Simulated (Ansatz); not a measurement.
BN:
```
BN
1.0
    0.00000     1.81205     1.81205
    1.81205     0.00000     1.81205
    1.81205     1.81205     0.00000
B N
1 1
Direct
  0.00000   0.00000   0.00000
  0.25000   0.25000   0.25000
```

This is the PBE-relaxed structure.

Q: All from plane-wave PAW PBE (Ansatz code), unless another level is named. Predict the smallest direct gap on the standard path.

A: 8.79 eV.

Q: What about the electron effective mass?

A: 0.30, 0.30, 0.91 mₑ (principal values).

Q: Predict the weight of the conduction-edge state by species (Voronoi cells).

A: B 62 %, N 38 %.

Q: What about the weight of the valence-edge state by species (Voronoi cells)?

A: N 80 %, B 20 %.

Q: Next, the valence-band maximum?

A: at Γ.

Space group F-43m (zinc blende). Symmetry was held in the PBE relaxation.

Potentials: the earlier of the program's two PAW sets.
